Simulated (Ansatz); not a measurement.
# Does this entry for Na₃CoN₆O₁₂ lie near equilibrium?

The cell is a structure deposited in the COD, taken as it stands.

Space group R-3m:H (No. 166); a = 7.8101, c = 14.8870 Å, γ = 120.00°.

```csv
site,Wyckoff,site symmetry,x,y,z
Na1,6c,3m,0.0000,0.0000,0.2670
Na3,3b,-3m,0.0000,0.0000,0.5000
Co,3a,-3m,0.0000,0.0000,0.0000
N,18h,.m,0.7910,0.5820,0.4040
O11,18h,.m,0.7913,0.5827,0.4917
O17,18h,.m,0.8690,0.7380,0.3700
```

One atom of each set is listed; the run and its k-mesh use a cell of 22 atoms with edges of 6.70, 6.70, 6.71 Å.

The numbers come from a DFT calculation in Ansatz (PBE, plane waves and PAW, scalar-relativistic, collinear spin, 420 eV cutoff, Γ-centred 4×4×4 k-points, Fermi–Dirac smearing 0.02 eV). Start moments as typed (μB): 4 on each Co, none on the rest. The program fits them to the shells of the files, so those used differ somewhat.

Task: Do the atoms and the cell lie near the calculated equilibrium?

Result: No. The largest force is 6.0 eV/Å, on atom 10 (N: 2 O at 1.17–1.31 Å, 1 Co at 1.98 Å; also 1 Na at 3.17 Å), and the pressure is 4.8 GPa, with principal stresses up to 9 GPa in size. Such values can come from imprecise or misplaced coordinates, missing atoms or a wrong setting of the space group; the run alone doesn't tell which, and gradients calculated on this entry can't be taken for those of the compound at ambient conditions.
